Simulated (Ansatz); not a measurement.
Property card for Ag

Ag:
```yaml
crystal:
  lattice:
    - [2.68444, 0.00000, 0.00000]
    - [0.00000, 2.68444, 0.00000]
    - [0.00000, 0.00000, 2.68444]
  atoms:
    - { symbol: Ag, position: [0.00000, 0.00000, 0.00000] }
```

Space group Pm-3m (No. 221), simple cubic; conventional cell a = 2.684 Å, b = 2.684 Å, c = 2.684 Å, α = 90.00°, β = 90.00°, γ = 90.00°.

Method: plane-wave PAW PBEsol (Ansatz code). The cell and atoms are relaxed at this level. Other levels are named where they apply.

**Cell and energy**

- Volume per atom: 19.34 Å³
- Density: 9.26 g/cm³

**Electronic structure**

- Electronic character = metallic (no gap)
- Density of states at the Fermi level = 0.26 states/eV per atom (mean over ±0.08 eV)
- Gap with spin–orbit coupling = none (metallic)

**Mechanics**

- Bulk modulus (Birch–Murnaghan fit) = 88.5 GPa
- Pressure derivative B′ = 5.7
- Elastic constants (relaxed ions, GPa) = C11 = 239, C12 = 13.5, C44 = -15.3
- Mechanical stability = unstable (C has a negative eigenvalue)

The cell is a constructed one: a structure type filled with these elements; neither database checked (COD, Materials Project) lists it. It is not the phase usual at ambient conditions (space group No. 225). The cell was relaxed with PBEsol under the symmetry of its start. The run is not spin-polarised. As this level gives no gap, shear constants depend on the k-mesh and smearing (Fermi–Dirac, 0.1 eV here). Spin–orbit coupling is left out wherever it is not named.

Potentials: the later of the program's two PAW sets.
